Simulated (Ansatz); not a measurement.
This cell of TiC (rock salt) is off equilibrium:

```
TiC
1.0
    0.00000     2.14664     2.14664
    2.14664     0.00000     2.14664
    2.14664     2.14664     0.00000
C Ti
1 1
Direct
  0.04891   0.04891   0.95109
  0.50000   0.50000   0.50000
```

All values below come from PBEsol (plane waves to 420 eV, PAW, scalar-relativistic; Ansatz, a quantum-chemistry and plane-wave program). k mesh 15×15×15 (Γ-centred), Fermi-Dirac smearing 0.05 eV. The energy includes the smearing's −TS. Stress and pressure are positive under compression. With partly filled bands, energies and forces of such displacements shift with the k mesh and the smearing. TiC is run without spin polarisation. TiC was relaxed with its symmetry unable to fall.

Problem. What forces act on the atoms (eV/Å, Cartesian)?

Solution. 
```tsv
atom	Fx	Fy	Fz
C1	0.000	0.000	-2.323
Ti2	0.000	0.000	2.323
```

Problem. Give the stress tensor in GPa and the pressure.

Solution. 
```
    0.6      0.0      0.0
    0.0      0.6      0.0
    0.0      0.0     16.2
```
The pressure, a third of the trace, is 5.8 GPa.

Problem. In it atom 1 sits (0.000, 0.000, 0.210) Å away from its relaxed site. What is its energy relative to the relaxed cell?

Solution. 228 meV/cell.

(For displaced atoms, the force is minus the slope of the energy, and its curvature is a force constant, which sets phonon frequencies.)
